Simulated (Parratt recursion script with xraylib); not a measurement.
## What roughness does to the fringe maxima of Ag on Al2O3

```
layer, from the top  thickness (Å)  density (g/cm³)  rms roughness of its top face (Å)  δ (10⁻⁶)  β (10⁻⁶)
-------------------  -------------  ---------------  ---------------------------------  --------  --------
Ag                             400            8.808                             varied     33.18     3.957
Al2O3 (substrate)                –            3.873                                2.2     16.66    0.2691
```

The refractive index is n = 1 − δ + iβ. Vacuum lies above.

Densities are inputs, not measurements. They were set from computed cells of the Materials Project: Ag from entry mp-124 (Fm-3m, 10.363 g/cm³, taken at 85 %); Al2O3 from entry mp-1143 (R-3c, 3.873 g/cm³). A layer's crystal structure does not enter its constants, only its composition and density.

Model: specular X-ray reflectivity, Parratt recursion, Névot-Croce roughness, xraylib tables. Program: Parratt recursion script with xraylib 4.3.0.

Photon energy 6.93 keV (λ = 1.7891 Å), s polarisation. The grazing angle θ is scanned from 0.05° to 4.65° in 900 evenly spaced points, and the curve is smoothed with a Gaussian of 0.004° full width. A maximum is a scan point above both neighbours; its place and height come from a parabola through R at the three points.

The table follows two fringe maxima, those next to orders 13.5 and 28.5 of m = (2d/λ)(sin²θ − 2δ)^½, through runs that differ in the roughness σ₁ of the film surface alone.

```
σ₁ (Å)  θ of the first (°)      R there  θ of the second (°)      R there
------  ------------------  -----------  -------------------  -----------
4                    1.791            ?                3.684            ?
5.3                  1.791  2.20 × 10⁻⁴                3.683  1.71 × 10⁻⁶
```

Problem. Estimate the two heights for σ₁ = 4 Å.

Solution. At a maximum the amplitudes from the film's two faces add: R ≈ (|r₁|g₁ + |r₂|g₂A)². Here q₀ = 4π sin θ/λ, qⱼ = (q₀² − 32π²δⱼ/λ²)^½ (1 film, 2 substrate), |r₁| = |q₀² − q₁²|/(q₀ + q₁)², |r₂| = |q₁² − q₂²|/(q₁ + q₂)² with the numerators taken from the constants, g₁ = exp(−q₀q₁σ₁²/2), g₂ = exp(−q₁q₂σ₂²/2), and A = exp(−16π²β₁d/(λ²q₁)) for absorption in the film.

Check on a shown row, σ₁ = 5.3 Å, second maximum: q₀ = 0.4512, q₁ = 0.4476, q₂ = 0.4494 Å⁻¹; |r₁| = 0.00405, |r₂| = 0.00203; g₁ = 0.0586, g₂ = 0.615, A = 0.840; R ≈ 1.65 × 10⁻⁶ against 1.71 × 10⁻⁶ in the table.

- σ₁ = 4 Å, first maximum: q₀ = 0.2195, q₁ = 0.2119, q₂ = 0.2157 Å⁻¹; |r₁| = 0.0176, |r₂| = 0.00891; g₁ = 0.689, g₂ = 0.895, A = 0.692; R ≈ 3.11 × 10⁻⁴.
- σ₁ = 4 Å, second maximum: q₀ = 0.4513, q₁ = 0.4477, q₂ = 0.4495 Å⁻¹; |r₁| = 0.00405, |r₂| = 0.00202; g₁ = 0.199, g₂ = 0.614, A = 0.840; R ≈ 3.41 × 10⁻⁶.

The run gave 3.17 × 10⁻⁴ and 3.53 × 10⁻⁶; the estimates are 0.98 and 0.97 times these.
